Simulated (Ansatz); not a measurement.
TaP:
```
TaP
1.0
    3.28256     0.00000     0.00000
   -1.64128     2.84278     0.00000
    0.00000     0.00000     3.31700
Ta P
1 1
Direct
  0.66667   0.33333   0.00000
  0.00000   0.00000   0.50000
```

Relaxed with PBEsol. Special points in fractions of this cell's reciprocal vectors: Γ (0.000, 0.000, 0.000); M (0.500, 0.000, 0.000); K (0.333, 0.333, 0.000); A (0.000, 0.000, 0.500); L (0.500, 0.000, 0.500); H (0.333, 0.333, 0.500).

Q: List the band energies nearest the Fermi level at these points for DFT-PBEsol with spin–orbit coupling in the program Ansatz with PAW potentials.

A: In eV from the Fermi level; about four levels below and three above (degenerate sets whole), none deeper than 8.9 eV; points with the same levels are listed once.

```
k                    below                above
-  -----------------------  -------------------
Γ  -2.16 -2.16 -0.72 -0.72  2.12 2.12 2.40 2.40
M  -2.71 -2.71 -0.73 -0.73  1.30 1.30 3.80 3.80
K  -3.09 -2.99 -0.29 -0.08       1.14 1.54 1.93
A  -0.45 -0.45 -0.06 -0.06  2.84 2.84 3.63 3.63
L  -3.41 -3.41 -0.67 -0.67  3.66 3.66 3.83 3.83
H  -2.90 -2.81 -0.38 -0.32       2.89 2.90 3.88
```

Space group P-6m2. The first step of the workflow began from a Materials Project structure, measured or hypothetical; the Crystallography Open Database copy checked does not list it. COD files the formula under space group No. 141, so this cell is another polymorph or a model. Its standing as an ambient phase is unchecked. The cell was relaxed with PBEsol under the symmetry of its start; of distortions, only those at the zone centre were tested. The run is not spin-polarised.

Potentials: the earlier of the program's two PAW sets.
